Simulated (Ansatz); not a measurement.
Relaxed-ion elastic tensor of Hf (hcp (Mg type), space group No. 194) in GPa (Voigt order), the program Ansatz at the PBE level (PAW); density 13.15 g/cm³, 22.54 Å³ per atom.

```
 175  74.7  67.1   0.0   0.0   0.0
74.7   175  67.1   0.0   0.0   0.0
67.1  67.1   195   0.0   0.0   0.0
 0.0   0.0   0.0  50.6   0.0   0.0
 0.0   0.0   0.0   0.0  50.6   0.0
 0.0   0.0   0.0   0.0   0.0  50.0
```

Is the crystal mechanically stable?

Yes: the smallest eigenvalue of C is 50.0 GPa.

Work out the Voigt, Reuss and Hill averages.

K_V = 107, K_R = 107, K_H = 107; G_V = 52.6, G_R = 52.2, G_H = 52.4 GPa.

Give Young's modulus, Poisson's ratio, Pugh's ratio and the universal anisotropy index.

E = 9KG/(3K + G) = 135 GPa; ν = 0.29; K/G = 2.04 (ductile by the Pugh limit of 1.75); A_U = 5G_V/G_R + K_V/K_R − 6 = 0.04.

Estimate the sound speeds and the Debye temperature.

v_l = √((K + 4G/3)/ρ) = 3670 m/s, v_t = √(G/ρ) = 2000 m/s, mean 2230 m/s; Θ = (h/k)(3n/4πV)^(1/3) v_m = 235 K.

How much does each axis shrink under pressure?

Linear compressibilities β_i = Σ_j S_ij (j = 1 to 3): x 3.2, y 3.2, z 2.9 per TPa.

Space group P6_3/mmc (hcp (Mg type)). The cell was relaxed with PBE under the symmetry of its start. No spin polarisation was allowed. As this level gives no gap, shear constants depend on the k-mesh and smearing (Fermi–Dirac, 0.1 eV here). Scalar-relativistic: spin–orbit coupling is off unless named, which matters more the heavier the elements.

Potentials: the later of the program's two PAW sets.
